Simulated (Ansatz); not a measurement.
This run works on a generated trial structure, not on a known crystal.

Input and command of a plane-wave DFT calculation in Ansatz:

```yaml
crystal:
  lattice:
    - [-2.3299267566, 2.3299267566, 6.773811317]
    - [2.3299267566, -2.3299267566, 6.773811317]
    - [2.3299267566, 2.3299267566, -6.773811317]
  atoms:
    - { symbol: Nb, position: [0.7539355655, 0.7539355655, 0.0] }
    - { symbol: Nb, position: [0.2460644345, 0.2460644345, 0.0] }
    - { symbol: Pd, position: [0.0, 0.0, 0.0], spin: 1.0 }
    - { symbol: Se, position: [0.5, 0.5, 0.0] }
    - { symbol: Se, position: [0.8582998038, 0.3582998038, 0.5] }
    - { symbol: Se, position: [0.3582998038, 0.8582998038, 0.5] }
    - { symbol: Se, position: [0.1417001962, 0.6417001962, 0.5] }
    - { symbol: Se, position: [0.6417001962, 0.1417001962, 0.5] }
basis:
  ecutwfc: 420
kpoints:
  mp_grid: { grid: [6, 6, 6] }
hamiltonian:
  xc: pbe
scf:
  occupations: { method: gaussian, width: 0.1 }
  lower_state_search: "off"
output:
  forces: true
  stress: true
  eigenvalues: true
  populations: true
magnetization:
  spin_polarized: true
```

```bash
ansatz run input.yaml --threads 1 --pin off --max-ram 2560MiB --backend cpu --events-out ev --progress --plain --runs-dir out
```

Processor: AMD EPYC (Zen 3), 1 thread, on a host shared with other jobs.

Task: Estimate time, memory and problem size.

Result: About 120 s, peak memory 0.78 GiB. It solves 75 bands at 30 k points (after reduction by symmetry) with about 2871 plane waves, in 17 SCF iterations.
